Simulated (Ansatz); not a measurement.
SiW (rock salt, Fm-3m), DFT-r²SCAN in the program Ansatz with PAW potentials, all energies at zero smearing, with the estimated change up to a 700 eV cutoff added, with one set of potentials and settings (totals compare only within such a set). Cell of 2 atoms (1 Si, 1 W): -11035.055 eV.

```json
[
 {"element": "Si", "reference phase": "Fd-3m, 2 atoms in the cell", "E (eV/atom)": "-639.0667"},
 {"element": "W", "reference phase": "Im-3m, 1 atoms in the cell", "E (eV/atom)": "-10397.2967"}
]
```

Formation energy per atom, worked out: (-11035.055 − 1×(-639.0667) − 1×(-10397.2967))/2 = 0.654 eV/atom (63 kJ per mol of atoms), at 0 K, without zero-point energy or fitted corrections.

A made-up cell: these elements were put on the sites of a structure type; neither database checked (COD, Materials Project) lists it. Whether it is the stable phase at ambient conditions was not checked. The r²SCAN relaxation kept the symmetry of its start; its stability against distortions is not shown here. No spin polarisation was allowed. The references are the lowest solids computed at this level, not always the standard phases. Spin–orbit coupling is left out wherever it is not named.

Potentials: the later of the program's two PAW sets.
